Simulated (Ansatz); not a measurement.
SnSe₂ (CdI2 type) was put through Ansatz (plane waves). The cell was relaxed with r2SCAN+rVV10 and then strained (isotropic -1.0 % on every length), with the atoms relaxed again with r2SCAN+rVV10; k points keep the names of the unstrained zone.

The cell given to it:
```
Sn Se
1.0
     3.78690    0.00000    0.00000
    -1.89345    3.27955    0.00000
     0.00000    0.00000    6.16481
Sn Se
1 2
Direct
  0.00000 0.00000 0.00000
  0.33333 0.66667 0.25717
  0.66667 0.33333 0.74283
```

Output, abridged:
```
scf.n_extra_bands = 4 over 23 filled bands (N_el = 46.0): the run solves 27 bands
Functional definition: PBE
Crystal: 3 atoms, lattice volume = 76.563 Å³
Basis set: ecut = 420 eV, 1509 PW (Γ)
Bands: 27, of which v1, the nominal top of the filled ones, is band 23 counted from 1 (22 counted from 0)
Symmetry: 12 space group operations
Space group: P-3m1 (ITA 164)
k-points: 69 of 576
preconditioner: auto → Resta (q_TF=auto, 2.506 Å⁻¹)  ε∞=2.9  [insulator: Δε(μ)=0.728 eV  σ=0.020 eV  ℏωp=21.6 eV]
SCF 1 converged in 6 iterations: F = -16963.310765 eV  dr2 = 3.78e-8
SCF converged after 6 iterations
Free energy (F): -16963.310765 eV
Fermi energy:    8.615938 eV
--- Per-component energies (eV) ---
  E_band       = -851.963233
  E_kinetic    = 425.738422
  E_local      = -5975.465155
  E_nonlocal   = -1222.397025
  E_hartree    = 3068.432997
  E_xc         = -590.208151
  E_vxc        = -291.843716
  E_paw        = -7963.756670
  E_vpaw       = 75.142604
  E_ewald      = -4705.653975
--- Forces (eV/Å), atoms counted from 1 ---
  atom   1  Sn      0.00000      0.00000      0.00000
  atom   2  Se      0.00000      0.00000      0.27356
  atom   3  Se      0.00000      0.00000    -0.27356
--- Stress (GPa, compression-positive) ---
        4.470799       0.000000       0.000000
        0.000000       4.470799       0.000000
        0.000000       0.000000       3.712570
  P = ⅓ Tr σ = 4.2181 GPa (42.181 kbar)
--- Band table (eV; the first three rows and the last of 69) ---
  k-point 0: bands = […, 1.9381, 7.7166, 7.7166, 7.9654, 7.9654, 8.0942, 9.3477, 11.4090, 12.9837, 12.9837]
  k-point 1: bands = […, 2.3716, 6.8907, 7.6457, 7.6457, 8.0700, 8.0700, 10.2776, 11.4011, 12.8344, 12.8344]
  k-point 2: bands = […, 2.9292, 5.9532, 7.5996, 7.5996, 8.1506, 8.1506, 10.8832, 11.3200, 12.6936, 12.6936]
  k-point 68: bands = […, 0.9818, 4.0546, 4.0546, 4.5087, 7.8196, 7.8196, 10.6099, 12.6667, 12.6667, 14.2337]
```

bands.tsv, columns around the gap (it counts bands from 0):
```tsv
# k_distance	band_18	band_19	band_20	band_21	band_22	band_23	band_24	band_25	band_26
# fermi_ev = 8.615938
# [0, 0, 0] at k_distance = 0.000000
# [0.5, 0, 0] at k_distance = 0.957934
# [0.3333333333, 0.3333333333, 0] at k_distance = 1.510998
# [0, 0, 0.5] at k_distance = 2.728869
# [0.5, 0, 0.5] at k_distance = 3.686803
# [0.3333333333, 0.3333333333, 0.5] at k_distance = 4.239867
# [0, 0.148437, -0.143229] at k_distance = 5.330432
# [0, 0.453125, 0.346354] at k_distance = 6.098377
# levels_relative_to = fermi_ev
0.000	-0.899	-0.899	-0.651	-0.651	-0.522	0.732	2.793	4.368	4.368
0.958	-4.799	-3.429	-2.865	-1.782	-0.629	0.848	3.381	4.899	4.914
1.511	-3.987	-3.987	-3.688	-2.069	-2.069	0.772	5.981	5.981	6.820
2.729	-2.663	-1.016	-1.016	-0.465	-0.465	2.267	2.704	4.078	4.078
3.687	-5.300	-2.661	-2.429	-1.276	-1.081	0.353	3.721	4.316	5.365
4.240	-4.561	-4.561	-4.107	-0.796	-0.796	1.994	4.051	4.051	5.618
5.330	-2.727	-1.864	-1.628	-0.521	-0.353	2.081	3.340	4.393	4.571
6.098	-5.085	-2.682	-2.652	-1.334	-0.978	0.226	3.852	4.833	5.462
```
In order the rows are Γ, M, K, A, L, H, (0, 0.148, -0.143), (0, 0.453, 0.346).

Question: Write the input file that gave this output.

Answer:
```yaml
crystal:
  # lattice and atoms as above
kpoints:
  mp_grid: { grid: [12, 12, 4] }
  band_path:
    path:
      - [0.0, 0.0, 0.0]
      - [0.5, 0.0, 0.0]
      - [0.3333333333, 0.3333333333, 0.0]
      - [0.0, 0.0, 0.5]
      - [0.5, 0.0, 0.5]
      - [0.3333333333, 0.3333333333, 0.5]
      - [0.0, 0.148437, -0.143229]
      - [0.0, 0.453125, 0.346354]
    npoints: 1
hamiltonian:
  xc: pbe
scf:
  occupations: { method: fermi_dirac, width: 0.02 }
  n_extra_bands: 4
output:
  forces: true
  stress: true
  eigenvalues: true
```
A single point prints forces and stress when the output block asks for them. This is the file that was run, less any keys that only write grids; thresholds and some counts can't be read off the log exactly.

Run as `ansatz run input.yaml --threads 2 --pin off --max-ram 29491MiB --backend cpu --events-out ev --progress --plain --runs-dir out`. It took 3.1 s on 2 threads of AMD EPYC 7R13 Processor (Zen 3) (shared host), load about 0.7 per core; peak host memory 0.56 GiB.

No spin polarisation and no zero-point or thermal motion.

No spin-orbit coupling is included; it can move band edges with weight on the heavy atoms by tenths of an eV.
